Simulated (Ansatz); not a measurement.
## LaAl$_{2}$Bi$_{2}$ in Ansatz, relaxation

Launch command:

```bash
ansatz run input.yaml --threads 2 --pin off --max-ram 3584MiB --backend cpu --events-out ev --progress --plain --runs-dir out
```

input.yaml:

```yaml
crystal:
  lattice:
    - [0.0, 4.773771, 0.0]
    - [4.773771, 0.0, 0.0]
    - [2.386885, 2.386885, -6.125709]
  atoms:
    - { symbol: Al, position: [0.75, 0.25, 0.5] }
    - { symbol: Al, position: [0.25, 0.75, 0.5] }
    - { symbol: La, position: [0.0, 0.0, 0.0] }
    - { symbol: Bi, position: [0.378, 0.378, 0.244] }
    - { symbol: Bi, position: [0.622, 0.622, 0.756] }
  symmetry: { tolerance: 0.0003 }
kpoints:
  mp_grid: { grid: [7, 7, 7], shift: [0, 0, 0] }
magnetization:
  spin_polarized: false
scf:
  occupations: { method: methfessel_paxton, width: 0.1594 }
  lower_state_search: "off"
hamiltonian:
  pseudopotentials: { kind: paw }
  xc: pbe
basis:
  ecutwfc: 420
  fft_grid_basis: typed
relax:
  max_steps: 40
output:
  forces: true
  stress: true
  eigenvalues: true
  bader: true
  populations: true
  elf: true
  write_potential: true
  volumetric_format: npy
  dos:
    e_range: [-12, 8]
    de: 0.05
    projected: { site_lists: { Al: [Al], Bi: [Bi], La: [La] } }
  write_density: true
checkpoint:
  read: saved_state
```

Origin of the cell: a known structure type with other elements, at an estimated volume, so it need not be a known compound.

The saved state is a converged single point of the same cell.

Steps:

```tsv
step	ΔF (meV/atom)	max force component (eV/Å)	SCF iterations	step was
1	0.0	0.432	6	accepted
2	0.0	0.409	5	rejected
3	-3.7	0.022	6	accepted
4	-3.7	0.001	4	accepted
```

Before:

Space group I4/mmm (No. 139); the run's cell has a = 4.774 Å, b = 4.774 Å, c = 6.994 Å, α = 70.05°, β = 70.05°, γ = 90.00°. Shortest distances: Al–Bi 2.86 Å, Bi–Bi 2.99 Å, Al–Al 3.38 Å.

After:

Space group I4/mmm (No. 139); the run's cell has a = 4.774 Å, b = 4.774 Å, c = 6.994 Å, α = 70.05°, β = 70.05°, γ = 90.00°. Shortest distances: Al–Bi 2.83 Å, Bi–Bi 3.08 Å, Al–Al 3.38 Å.

```xyz
5
Lattice="0.0000 4.7738 0.0000 4.7738 0.0000 0.0000 2.3869 2.3869 -6.1257" Properties=species:S:1:pos:R:3 pbc="T T T"
Al    2.3869    4.7738   -3.0629
Al    4.7738    2.3869   -3.0629
La    0.0000    0.0000    0.0000
Bi    2.3869    2.3869   -1.5375
Bi    4.7738    4.7738   -4.5882
```

```yaml
Free_energy_lowered_by: 3.7 meV/atom
Final_pressure: 3.39 GPa
Relaxation_steps_listed: 4
```

Caveats: no moments, though an odd count or open d shells may carry them; no spin-orbit coupling, though heavy elements are present; the SCF threshold is looser than advised for a stress; the relaxation held the start's symmetry, so the end may be a saddle point; wide smearing.

The run took 47 s on 2 threads of Arm Neoverse V1, with other jobs on the host, peak memory 0.52 GiB, from a saved density.
